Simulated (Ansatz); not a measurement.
The start is a relaxed ReS2 cell shaken by Gaussian noise of σ = 0.08 Å a coordinate. Cell shape, volume and atoms are optimised at zero target pressure with r2SCAN (plane waves to 500 eV, PAW, scalar-relativistic; Ansatz, a quantum-chemistry and plane-wave program). The first steps use a coarse 4×4×4 k-mesh.

The start:
```yaml
crystal:
  lattice:
    - [6.30640, 0.00000, 0.00000]
    - [-3.15320, 5.46150, 0.00000]
    - [0.00000, 0.00000, 6.78719]
  atoms:
    - { symbol: Re, position: [0.43203, 0.96045, 0.34010] }
    - { symbol: Re, position: [0.00507, 0.46302, 0.65667] }
    - { symbol: Re, position: [0.54729, 0.53693, 0.01197] }
    - { symbol: S, position: [0.43424, 0.34423, 0.26354] }
    - { symbol: S, position: [0.66708, 0.06594, 0.57851] }
    - { symbol: S, position: [0.92412, 0.59907, 0.92200] }
    - { symbol: S, position: [0.08524, 0.70119, 0.41384] }
    - { symbol: S, position: [0.31860, 0.41513, 0.74935] }
    - { symbol: S, position: [0.60369, 0.91093, 0.06988] }
```

How large is the pressure on the unrelaxed cell, and of which sign?

+5 GPa (positive: the cell is compressed).

Which atoms feel the largest initial force, and how large is it?

About 6.0 eV/Å, on S4 (atoms numbered as listed).

How much energy is released per atom?

0.19 eV/atom.

How do the shortest distances between atoms change?

The closest pairs of elements (up to four, under 3.6 Å), start → end: Re–S 2.01 → 2.20 Å; S–S 3.40 → 3.41 Å.

Is the relaxed structure metallic? Give its gap.

No gap (metallic).

Relaxed structure:

Space group P3₁21 (No. 152); a = 6.307 Å, b = 6.307 Å, c = 6.787 Å, α = 90.00°, β = 90.00°, γ = 120.00°

```json
[
 {"atom": "Re", "site": "3a", "symmetry": ".2.", "x": "0.5533", "y": "0.5533", "z": "0.0000"},
 {"atom": "S", "site": "6c", "symmetry": "1", "x": "0.3944", "y": "0.3114", "z": "0.2575"}
]
```

Final values are on a 9×9×7 k-mesh of the relaxed cell. No spin polarisation in the result. The relaxed primitive cell holds an odd number of electrons. A magnetic state may lie lower.

The relaxed structure here is a generated cell of ReS2: the first start was made by placing the elements on the sites of a structure type, and the end was not matched to a known phase here, so it may be hypothetical.
